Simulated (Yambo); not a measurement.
## Optical response of KSO₂F

```
KSO2F
1.0
    4.70904     0.00000     0.00000
    0.00000     5.81600     0.00000
   -2.25087     0.00000     6.78779
O F S K
4 2 2 2
Direct
  0.33454   0.53978   0.69242
  0.66546   0.46022   0.30758
  0.66546   0.03978   0.30758
  0.33454   0.96022   0.69242
  0.19105   0.25000   0.11703
  0.80895   0.75000   0.88297
  0.39945   0.75000   0.81538
  0.60055   0.25000   0.18462
  0.15647   0.75000   0.28936
  0.84353   0.25000   0.71064
```

Yambo, RPA with local fields on LDA bands; 4×4×2 mesh, 143 bands, 3 Ry local-field block, 0.2 eV broadening; field along x.

```csv
E (eV),Im ε,Re ε,"Im ε, independent particles"
0.0,0.00,2.28,0.00
0.4,0.00,2.29,0.00
0.8,0.01,2.30,0.01
1.1,0.01,2.31,0.02
1.5,0.01,2.33,0.02
1.9,0.02,2.36,0.03
2.2,0.03,2.41,0.05
2.6,0.04,2.47,0.07
3.0,0.06,2.56,0.12
3.4,0.12,2.71,0.26
3.8,0.36,3.01,0.88
4.1,1.35,2.76,2.50
4.5,0.61,1.97,0.99
4.9,0.63,2.31,1.19
5.2,0.58,1.88,0.47
5.6,0.28,2.13,0.33
6.0,0.23,2.39,0.33
6.4,0.40,2.68,0.66
6.8,0.93,2.89,1.67
7.1,1.04,2.26,1.51
7.5,0.99,2.40,1.45
7.9,1.28,2.26,1.18
8.2,1.21,1.94,1.06
8.6,0.86,1.82,0.93
9.0,0.80,2.12,1.10
9.4,0.95,2.26,1.75
9.8,1.42,2.41,3.17
10.1,1.45,1.77,2.32
10.5,1.22,1.89,3.11
10.9,1.48,1.63,1.68
11.2,1.16,1.79,1.97
11.6,1.59,2.04,1.46
12.0,1.97,1.45,1.58
12.4,1.66,0.87,1.38
12.8,1.20,0.84,1.06
13.1,0.99,0.95,1.05
13.5,0.90,1.08,1.25
13.9,0.94,1.11,1.20
14.2,0.85,1.11,1.05
14.6,0.85,1.21,0.89
15.0,0.88,1.21,0.89
15.4,0.86,1.16,0.91
15.8,0.84,1.20,0.94
16.1,0.87,1.18,1.03
16.5,0.82,1.22,0.98
16.9,0.94,1.22,1.18
17.2,0.90,1.15,1.16
17.6,0.88,1.09,1.10
18.0,0.86,1.16,1.14
18.4,0.87,1.14,1.19
18.8,0.93,1.15,1.27
19.1,0.93,1.14,1.31
19.5,0.97,1.03,1.42
19.9,0.96,0.98,1.60
```

Peak heights and small wiggles depend on the k mesh. Convergence of the RPA response with its 4×4×2 mesh was not tested. No excitonic effects at this level.

Geometry of the Materials Project entry, not relaxed at this level.
